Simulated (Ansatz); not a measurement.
Data:

AlP in space group P6_222 (No. 180; Al on 3d, P on 3c), a = b = 3.821 Å, c = 8.633 Å, α = β = 90.00°, γ = 120.00°.

This is the PBEsol-relaxed structure.

Q: All from PBEsol (plane waves, PAW; program Ansatz), unless another level is named. Estimate the electron effective mass.

A: 0.14, 0.40, 1.5 mₑ (principal values).

Q: Next, the conduction-band minimum?

A: at M (3 equivalent valleys).

The start of the workflow was typed in or built on a structure type; neither database checked (COD, Materials Project) lists it. It is not the phase usual at ambient conditions (space group No. 216). Symmetry was held in the PBEsol relaxation; its stability against distortions is not shown here.

Potentials: the earlier of the program's two PAW sets. The files were generated under PBE; for other functionals the program regenerates the frozen cores, and for LDA and PBEsol the local potential too.

Edges and masses are those of Kohn–Sham bands, whose gap is no quasiparticle gap.
